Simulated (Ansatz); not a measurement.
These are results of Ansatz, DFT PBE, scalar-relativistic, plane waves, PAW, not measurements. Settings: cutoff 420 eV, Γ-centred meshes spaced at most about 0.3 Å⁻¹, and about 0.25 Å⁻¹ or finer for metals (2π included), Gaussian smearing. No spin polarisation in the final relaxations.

These are static total energies at zero pressure. All come from trial cells, and lower structures may exist.

**Question.** Order these relaxed structures of CaC by energy, lowest first, with the energy over the lowest of them.
1.

```xyz
2
Lattice="0.0000 2.6131 2.6131 2.6131 0.0000 2.6131 2.6131 2.6131 0.0000" Properties=species:S:1:pos:R:3 pbc="T T T"
Ca    2.6131    2.6131    2.6131
C     0.0000    0.0000    0.0000
```

2.

```xyz
2
Lattice="3.1199 0.0000 0.0000 0.0000 3.1199 0.0000 0.0000 0.0000 3.1199" Properties=species:S:1:pos:R:3 pbc="T T T"
Ca    1.5599    1.5599    1.5599
C     0.0000    0.0000    0.0000
```

**Answer.** 2 (0 meV/atom), 1 (178 meV/atom). Forms: 2 caesium chloride type, Pm-3m; 1 rock salt type, Fm-3m. Counting C atoms around Ca (those within 1.25 times the shortest such distance or 1.15 times the sum of covalent radii): cell 2 has Ca 8; cell 1 has Ca 6. Even the lowest lies +1.08 eV/atom against the elements.

A magnetic state wasn't ruled out in cells without spin, among them Fm-3m. Cells relaxed within their symmetry can be saddle points. Some candidate types were left out of the draw beforehand, so a known form may be missing.
